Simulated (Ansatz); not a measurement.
Relaxing boron (fcc)

Method: DFT, BLYP, plane waves (420 eV) with PAW, scalar-relativistic (Ansatz). The PAW files were generated under PBE, with cores re-solved for the functional.

k-point mesh 18×18×18, Fermi-Dirac smearing 0.1 eV, no spin polarisation. Cell and atoms relax.

Starting structure:

```yaml
crystal:
  lattice:
    - [0.00000, 1.48534, 1.48534]
    - [1.48534, 0.00000, 1.48534]
    - [1.48534, 1.48534, 0.00000]
  atoms:
    - { symbol: B, position: [0.00000, 0.00000, 0.00000] }
```

Problem. What cell does the relaxation end in?

Solution. Fm-3m with a = 2.896 Å; 6.07 Å³ per atom against 6.55 at the start (-7.4 %).

Problem. How much energy does the relaxation gain?

Solution. 25.1 meV per atom.

Path of the relaxation (the plane waves are chosen anew near the end, which can shift the energy a little):

```tsv
step	E − E(final) (meV/atom)	V (Å³/atom)	P (GPa)	max force (eV/Å)
0	25.10	6.554	-15.57	0.000
1	6.14	6.311	-8.42	0.000
2	-0.74	6.047	1.19	0.000
3	-0.77	6.079	-0.07	0.000
4	-0.77	6.077	0.00	0.000
5	0.00	6.077	-0.24	0.000
6	-0.01	6.071	0.00	0.000
7	0.00	6.071	0.00	0.000
```
